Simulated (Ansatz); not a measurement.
LiH (rock salt)

```
CELL_PARAMETERS angstrom
      0.00000     2.00271     2.00271
      2.00271     0.00000     2.00271
      2.00271     2.00271     0.00000
ATOMIC_POSITIONS crystal
  H  0.00000 0.00000 0.00000
  Li 0.50000 0.50000 0.50000
```

Level of theory: r2SCAN (plane waves to 500 eV, PAW, scalar-relativistic; Ansatz, an electronic-structure program). Harmonic phonons by density-functional perturbation theory on a 12×12×12 k mesh, in cm⁻¹; i marks imaginary ones, q is in fractions of the reciprocal vectors of the cell shown, and the three acoustic modes at Γ are left out. The non-analytic (LO-TO) term is not included, so polar modes at Γ have their transverse values. LiH was relaxed with its symmetry unable to fall.

Problem. Is the structure dynamically stable at Γ, L = (0.5, 0.0, 0.0), X = (0.5, 0.5, 0.0)?

Solution. No imaginary mode at these points (lowest 276 cm⁻¹ at L = (0.5, 0.0, 0.0)); other wave vectors were not tested.

Problem. List the wavenumbers at Γ, L = (0.5, 0.0, 0.0), X = (0.5, 0.5, 0.0), with degeneracies.

Solution. 
```csv
q,wavenumbers (cm⁻¹)
Γ,605 (×3)
"L = (0.5, 0.0, 0.0)","276 (×2), 533, 785 (×2), 1101"
"X = (0.5, 0.5, 0.0)","319 (×2), 421, 846 (×2), 1071"
```
